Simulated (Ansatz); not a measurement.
SiC (zinc blende, F-43m) at seven volumes, DFT-r²SCAN in the program Ansatz with PAW potentials, scaled uniformly. One row is withheld.

```
V (Å³/atom)  P (GPa)
-----------  -------
9.406              ?
9.716          15.86
10.026          7.35
10.336          0.00
10.646         -6.35
10.956        -11.83
11.266        -16.55
```

Problem. Fit the shown pressures and predict the withheld one.

Solution. P = (3/2)B₀(x^(7/2) − x^(5/2))[1 + (3/4)(B′ − 4)(x − 1)] with x = (V₀/V)^(2/3). Least squares on the six rows gives V₀ = 10.336 Å³/atom, B₀ = 227 GPa, B′ = 3.91. At V = 9.406, x = 1.0649 and P = 25.74 GPa. The run itself gave 25.72 GPa.

Symmetry was held in the r²SCAN relaxation; phonons on a q-mesh show no instability.

Potentials: the earlier of the program's two PAW sets.
